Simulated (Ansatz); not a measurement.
SiGe:
```
SiGe
1.0
    3.90426     0.00000     0.00000
   -1.95213     3.38119     0.00000
    0.00000     0.00000     6.45402
Si Ge
2 2
Direct
  0.66667   0.33333   0.87448
  0.33333   0.66667   0.37448
  0.66667   0.33333   0.50052
  0.33333   0.66667   0.00052
```

DFT-r²SCAN in the program Ansatz with PAW potentials gives a gap of 0.66 eV without spin–orbit coupling, maximum at Γ, minimum at M.

Task: What happens when spin–orbit coupling is switched on?

Result: The gap drops by 0.06 eV, to 0.60 eV; maximum at Γ, minimum at M.

Task: Give the electron effective mass with spin–orbit coupling.

Result: 0.11, 1.2, 1.2 mₑ (principal values).

Task: Give the hole effective mass with spin–orbit coupling.

Result: 0.14, 0.14, 0.49 mₑ (principal values).

Space group P6_3mc (wurtzite). The workflow started from a Materials Project entry (that database holds measured and hypothetical structures alike); the Crystallography Open Database copy checked does not list it. Whether it is the stable phase at ambient conditions was not checked. Symmetry was held in the r²SCAN relaxation; its stability against distortions is not shown here.

Potentials: the later of the program's two PAW sets.
